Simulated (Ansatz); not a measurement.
Relaxed Ti (hcp, Mg type):

```
CELL_PARAMETERS angstrom
      2.93914     0.00000     0.00000
     -1.46957     2.54537     0.00000
      0.00000     0.00000     4.65010
ATOMIC_POSITIONS crystal
  Ti 0.33333 0.66667 0.75000
  Ti 0.66667 0.33333 0.25000
```

The numbers are results of PBE (plane waves to 420 eV, PAW, scalar-relativistic; Ansatz, a quantum-chemistry and plane-wave program), not measurements. k mesh 15×15×8 (Γ-centred), Fermi-Dirac smearing 0.05 eV. With partly filled bands, energies and forces of such displacements shift with the k mesh and the smearing. Ti is run without spin polarisation. Ti was relaxed with its symmetry unable to fall.

One atom of the cell was then moved (with its periodic images), all else fixed, and the forces (eV/Å) came out as:

```
atom      Fx      Fy      Fz
----  ------  ------  ------
Ti1    0.107   0.101   0.220
Ti2   -0.107  -0.101  -0.220
```

With two atoms only their relative shift counts; take Ti2 as fixed.

**Question.** Which atom was moved, and by which vector (Å)?

**Answer.** Ti1, by (-0.07, -0.07, -0.07), 0.12 Å in all.

(A displaced cell: forces are minus the slopes of the energy, force constants its curvatures, and phonons follow from these.)
